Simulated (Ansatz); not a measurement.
SiSnGeC (R3m) was relaxed and computed twice in Ansatz (plane waves, PAW), once with PBE and once with r²SCAN.

|  | run 1 | run 2 |
|---|---|---|
| cell | a = b = 3.7696 Å, c = 18.5594 Å, α = β = 90.00°, γ = 120.00° | a = 3.7354 Å, b = 3.7354 Å, c = 18.3812 Å, α = 90.00°, β = 90.00°, γ = 120.00° |
| ΔH_f (eV/atom) | 0.40 | 0.37 |

### Question
Which run used which functional?

### Answer
Run 1 is PBE, run 2 is r²SCAN.

Typed or built starts, not in the databases checked: SiSnGeC, R3m (C on 3a, Si on 3a, Ge on 3a, Sn on 3a). All cells were relaxed under the symmetry of their starts (and spin orders); stability against distortions was not tested throughout. Spin–orbit coupling is left out wherever it is not named.

Potentials: the earlier of the program's two PAW sets.

Ansatz (a first-principles code) is a plane-wave DFT program.

Formation energies count from the lowest solids of the elements computed at the same level, not from gases.
